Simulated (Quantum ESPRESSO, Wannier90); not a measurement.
# Wannier functions of Ge (diamond)

```
Ge
1.0
    0.00000     2.83743     2.83743
    2.83743     0.00000     2.83743
    2.83743     2.83743     0.00000
Ge
2
Direct
  0.00000   0.00000   0.00000
  0.25000   0.25000   0.25000
```

Cell from Materials Project (mp-32), symmetrised, no further relaxation. This is the element's usual structure. Method: PBEsol plane waves in Quantum ESPRESSO 7.5 (PseudoDojo norm-conserving files, 63 Ry, no spin polarisation, no spin-orbit coupling), Bloch states on a 10×10×10 mesh through Γ, Wannier90 4.0.1. Density: 10×10×10 mesh, cold smearing 0.01 Ry. Spin-orbit coupling, left out, would split the p-like bands by a few tenths of an eV.

The plane-wave run has 25 bands and 28 electrons a cell. On the energy scale of pw.x, whose zero is arbitrary, the Fermi level lies at 9.22 eV.

Input w.win, without the blocks of cell, atoms and k-points (1000 lines):

```
num_bands = 15
num_wann = 8
exclude_bands = 1-10
num_iter = 800
conv_tol = 1.0e-6
conv_window = 4
dis_num_iter = 1000
dis_conv_tol = 1.0e-6
dis_froz_max = 10.72
dis_win_max = 9.72
write_hr = true
write_u_matrices = true
begin projections
Ge: s;p
end projections
mp_grid = 10 10 10
```

wannier90.x stops with:
```
dis_windows: Energy window contains fewer states than number of target WFs
```
At some k-point the outer window holds fewer bands than num_wann, so no subspace of that size can be extracted. Mended as below, all else unchanged, the run goes through (Ω_I = 11.5 Å²) and follows the plane-wave bands to 10 meV rms (states up to 1.0 eV relative to the Fermi level).
Remove the line dis_win_max = 9.72.
